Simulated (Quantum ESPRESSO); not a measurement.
One change at a time to IrPdSnTa4W

Calculated results; nothing here was measured. They come from Quantum ESPRESSO 7.5, a public plane-wave density functional program. Each row is one single-point run on a made-up periodic cell of eight metal atoms, with elements, volume, strain and displacements drawn at random and not relaxed, so a cell may be unstable or far from any real phase. There is no spin polarisation or spin-orbit coupling.

Settings: PBE unless stated; PseudoDojo standard norm-conserving files; Fermi-Dirac width 0.25 eV, which means electrons at about 2900 K; cutoff 1116 eV; 6 x 4 x 4 k mesh shifted half a step off Gamma. E is the free energy of the whole cell (internal energy minus TS), so a -TS column is already part of it. Stress is positive in tension, and the pressure P is minus a third of its trace.

Checks: one run of this series was repeated at a higher cutoff and on a denser mesh, which moved values by no more than 0.010 eV, 0.05 GPa and 0.009 eV/Å, and a second program with other atomic files agreed on it to 2 % rms in force and 0.5 GPa in pressure. Known limits: the tin pseudopotential is less sure than most, with forces differing by about three percent from a second method on plain tin; heavy elements are run without spin-orbit coupling, which real alloys of them have; a spin test at this wide smearing found no moment, but such smearing suppresses magnetism that the real alloy may have.

The lattice is face-centred cubic, and the cell vectors in Å are (-0.046, 4.099, -0.016); (-4.026, 0.062, -4.102); (-4.112, 0.030, 4.188), a volume of 138.23 Å³ in run 1. The elements on sites 1 to 8 are Pd Sn W Ta Ta Ta Ir Ta. Each later run makes one change to run 1 and keeps the rest. E is counted from run 1, and is n/a where other atomic files have another zero of energy.

```
run,change,V (Å³),P (GPa),-TS (eV),rms force (eV/Å),largest change of a force component (eV/Å),E (eV)
1,none,138.23,9.91,-1.509,1.561,0.000,0.000
2,sites 3 and 6 exchanged,138.23,9.89,-1.494,1.352,1.116,-0.285
3,all lengths scaled by +1.32 %,143.78,1.51,-1.572,1.351,0.577,?
4,LDA in place of PBE,138.23,-3.35,-1.524,1.356,0.670,n/a
5,Hf on site 3,138.23,17.52,-1.383,1.266,1.646,n/a
6,site 4 moved by +0.19 Å along x,138.23,9.88,-1.514,1.450,3.285,-0.126
```

## Worked estimate

Along a uniform scaling dE = -P dV. The mean of the two pressures is 5.710 GPa and the volume changes by 5.55 Å³, with 160.2 GPa to one eV/Å³. The same two rows give -V dP/dV = 213 GPa for this cell with clamped atoms, which is not the bulk modulus of a real alloy.

## Withheld value

Question: what E should run 3 give?

The estimate is -0.198 eV. The calculation gave -0.193 eV. The mean of two end points misses the curvature of P, and the finite cutoff adds a little.
